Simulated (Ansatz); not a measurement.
## Property card for Si₂Mo

Si₂Mo:
```
CELL_PARAMETERS angstrom
      0.00000     4.03020     4.37791
      2.30408     0.00000     4.37791
      2.30408     4.03020     0.00000
ATOMIC_POSITIONS crystal
  Si 0.66340 0.33660 0.66340
  Si 0.33660 0.66340 0.33660
  Si 0.58660 0.91340 0.58660
  Si 0.91340 0.58660 0.91340
  Mo 0.00000 0.00000 0.00000
  Mo 0.25000 0.25000 0.25000
```

Space group Fddd (No. 70); conventional cell a = 4.608 Å, b = 8.060 Å, c = 8.756 Å, α = β = γ = 90.00°.

Method: plane-wave PAW PBE (Ansatz code). Structure relaxed to zero pressure with the same functional. Other levels are named where they apply.

Cell and energy:

- Volume per atom: 13.55 Å³
- Density: 6.21 g/cm³
- Formation energy from the elements (no fitted shifts): -0.42 eV/atom

Electronic structure:

- Electronic character = metallic (no gap)
- Density of states at the Fermi level = 0.12 states/eV per atom (mean over ±0.08 eV)

A made-up cell: these elements were put on the sites of a structure type; neither database checked (COD, Materials Project) lists it. It is not the phase usual at ambient conditions (space group No. 139). Symmetry was held in the PBE relaxation; whether a distortion lowers the energy is not shown. The run is not spin-polarised. The references are the lowest solids computed at this level, not always the standard phases. Scalar-relativistic: spin–orbit coupling is off unless named, which matters more the heavier the elements.

Potentials: the later of the program's two PAW sets.
